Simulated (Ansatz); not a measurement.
Mg2Rh (MoSi2 or CaC2 type, space group No. 139), PBE in the plane-wave PAW code Ansatz, all energies at zero smearing, with the estimated change up to a 700 eV cutoff added, with one set of potentials and settings (totals compare only within such a set). Cell of 3 atoms (2 Mg, 1 Rh): -10251.714 eV.

| element | reference phase | E (eV/atom) |
|---|---|---|
| Mg | P6_3/mmc, 2 atoms in the cell | -1923.8026 |
| Rh | Fm-3m, 1 atoms in the cell | -6402.8911 |

Formation energy per atom, worked out: (-10251.714 − 2×(-1923.8026) − 1×(-6402.8911))/3 = -0.406 eV/atom (-39 kJ per mol of atoms), at 0 K, without zero-point energy or fitted corrections.

Space group I4/mmm (MoSi2 or CaC2 type). The workflow started from a Materials Project entry (that database holds measured and hypothetical structures alike); the Crystallography Open Database copy checked does not list it. Its standing as an ambient phase is unchecked. The cell was relaxed with PBE under the symmetry of its start; whether a distortion lowers the energy is not shown. The run is not spin-polarised. The references are the lowest solids computed at this level, not always the standard phases.

Potentials: the later of the program's two PAW sets.
